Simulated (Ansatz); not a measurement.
TiFe:
```
TiFe
1.0
    2.91639     0.00000     0.00000
    0.00000     2.91639     0.00000
    0.00000     0.00000     2.91639
Ti Fe
1 1
Direct
  0.50000   0.50000   0.50000
  0.00000   0.00000   0.00000
```

This is the PBEsol-relaxed structure.

Problem. All from the program Ansatz at the PBEsol level (PAW), unless another level is named. Give the Debye temperature from the elastic constants.

Solution. 546 K.

Problem. Give the highest zone-centre frequency.

Solution. 249 cm⁻¹.

Problem. And the elastic constants (relaxed ions, GPa)?

Solution. C11 = 408, C12 = 111, C44 = 76.9.

Space group Pm-3m (CsCl type). The workflow started from an entry of the Crystallography Open Database (COD). Its standing as an ambient phase is unchecked. The PBEsol relaxation kept the symmetry of its start; of distortions, only those at the zone centre were tested. The workflow began spin-polarised and lost its moments. As this level gives no gap, shear constants depend on the k-mesh and smearing (Fermi–Dirac, 0.1 eV here). As this level gives no gap, phonon frequencies hold no LO–TO term and depend on the k-mesh and smearing (Fermi–Dirac, 0.1 eV here).

Potentials: the later of the program's two PAW sets.
